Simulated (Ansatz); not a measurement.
## KTmO₂ (NaFeO2-type structure)

The computed numbers are results of PBEsol, scalar-relativistic (collinear spin) in the plane-wave PAW code Ansatz at 420 eV, 10×10×10 k-mesh, Gaussian smearing of 0.05 eV. The datasets are Ansatz's generated set soft_2.

```
CELL_PARAMETERS angstrom
1.69819 0.98045 6.10883
-1.69819 0.98045 6.10883
0.00000 -1.96090 6.10883
ATOMIC_POSITIONS crystal
K 0.50000 0.50000 0.50000
Tm 0.00000 0.00000 0.00000
O 0.27175 0.27175 0.27175
O 0.72825 0.72825 0.72825
```

The structure was built from a prototype; whether the compound forms in it isn't claimed.

Magnetic state: ferromagnetic, site spin moments Tm 1.80; O 0.09 μB.

Question: Which orbitals carry the states at the Fermi level, and how many states are there?

Answer: Within 0.1 eV of it: Tm 4f 93 % (shares among the projected shells). The Fermi level sits on a steep edge: the density of states is 2.6, 12.0 and 2.9 states/eV per cell at −0.1, 0 and +0.1 eV.

Density of states (tetrahedra, averaged over 0.4 eV; states/eV per cell of 4 atoms; energy in eV from the Fermi level; projections on Löwdin-orthogonalised atomic orbitals, summed over sites):

| E | total | O 2p | Tm 4f down | Tm 4f up | Tm 5d up | Tm 5d down |
| --- | --- | --- | --- | --- | --- | --- |
| -4.45 | 0.3 | 0.2 | 0.0 | 0.0 | 0.0 | 0.0 |
| -4.05 | 2.1 | 1.4 | 0.0 | 0.0 | 0.3 | 0.2 |
| -3.65 | 3.0 | 2.1 | 0.0 | 0.1 | 0.2 | 0.3 |
| -3.25 | 5.1 | 3.9 | 0.0 | 0.2 | 0.5 | 0.3 |
| -2.85 | 9.0 | 5.5 | 0.1 | 2.3 | 0.4 | 0.4 |
| -2.45 | 6.3 | 4.3 | 0.3 | 1.2 | 0.1 | 0.3 |
| -2.05 | 5.7 | 3.2 | 0.8 | 1.4 | 0.0 | 0.1 |
| -1.65 | 7.8 | 1.1 | 0.0 | 6.5 | 0.1 | 0.0 |
| -1.25 | 7.0 | 1.7 | 0.0 | 5.2 | 0.0 | 0.0 |
| -0.85 | 1.1 | 0.5 | 0.0 | 0.6 | 0.0 | 0.0 |
| -0.45 | 7.1 | 0.3 | 6.8 | 0.0 | 0.0 | 0.0 |
| -0.05 | 7.2 | 0.3 | 6.9 | 0.0 | 0.0 | 0.0 |
| 0.35 | 3.1 | 0.5 | 2.5 | 0.0 | 0.0 | 0.0 |
| 0.75 | 0.0 | 0.0 | 0.0 | 0.0 | 0.0 | 0.0 |
| 1.15 | 0.0 | 0.0 | 0.0 | 0.0 | 0.0 | 0.0 |
| 1.55 | 0.0 | 0.0 | 0.0 | 0.0 | 0.0 | 0.0 |
| 1.95 | 0.0 | 0.0 | 0.0 | 0.0 | 0.0 | 0.0 |
| 2.35 | 0.0 | 0.0 | 0.0 | 0.0 | 0.0 | 0.0 |
| 2.75 | 0.1 | 0.0 | 0.0 | 0.0 | 0.0 | 0.0 |
| 3.15 | 0.5 | 0.0 | 0.0 | 0.0 | 0.1 | 0.1 |
| 3.55 | 1.0 | 0.1 | 0.0 | 0.0 | 0.2 | 0.2 |
| 3.95 | 1.9 | 0.2 | 0.0 | 0.0 | 0.4 | 0.4 |
| 4.35 | 1.4 | 0.1 | 0.0 | 0.0 | 0.4 | 0.4 |
| 4.75 | 1.7 | 0.1 | 0.0 | 0.0 | 0.3 | 0.3 |
| 5.15 | 2.2 | 0.3 | 0.0 | 0.0 | 0.6 | 0.5 |

Formal charges K⁺, Tm³⁺, O²⁻ leave Tm³⁺ with an open 4f¹² shell. Nothing in this functional splits the part-filled shell enough, so f states lie at the Fermi level.

Hund's first rule gives Tm³⁺ with 12 f electrons 2 unpaired spins, a spin moment of 2 μB; the run has 1.80 μB on Tm (atomic spheres) and 12.29 f electrons on orthogonalised orbitals. The moment is close to the ion's, so the f band is nearly fully polarised, though its occupations are fractional. Without spin–orbit coupling the orbital moment, which adds to the spin in such a shell (free ion: L = 5 beside 2S = 2), is missing, so this isn't the moment that neutrons would see.

Semilocal functionals without a Hubbard U often give a metal, as here, for f-electron compounds that are insulators. These numbers lack spin–orbit coupling. The run wasn't fully tested for a lower electronic state. Site moments are of spin, integrated over atomic spheres. No antiparallel order was tried.

The open shells may stand above their lowest state, and forces and pressures are less sure for it.
